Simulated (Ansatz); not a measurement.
VN in space group P6/mmm (No. 191; V on 3f, N on 1a, N on 2d) at seven volumes, plane-wave PAW HSE06 (Ansatz code), shape and atoms relaxed at each. One row is withheld.

```tsv
V (Å³/atom)	P (GPa)
8.661	?
8.946	20.62
9.232	9.46
9.518	0.00
9.803	-8.13
10.089	-14.87
10.374	-20.74
```

### Question
Fit the shown pressures and predict the withheld one.

### Answer
Third-order Birch–Murnaghan: P = (3/2)B₀(x^(7/2) − x^(5/2))[1 + (3/4)(B′ − 4)(x − 1)] with x = (V₀/V)^(2/3). Least squares on the six rows gives V₀ = 9.517 Å³/atom, B₀ = 290.7 GPa, B′ = 4.42. At V = 8.661, x = 1.0648 and P = 33.76 GPa. The run itself gave 33.77 GPa.

The cell is a constructed one: a structure type filled with these elements; neither database checked (COD, Materials Project) lists it. It is not the phase usual at ambient conditions (space group No. 225). Symmetry was held in the HSE06 relaxation; whether a distortion lowers the energy is not shown. The workflow began spin-polarised and lost its moments. The hybrid run found no gap, on a coarse k-mesh.

Potentials: the later of the program's two PAW sets.
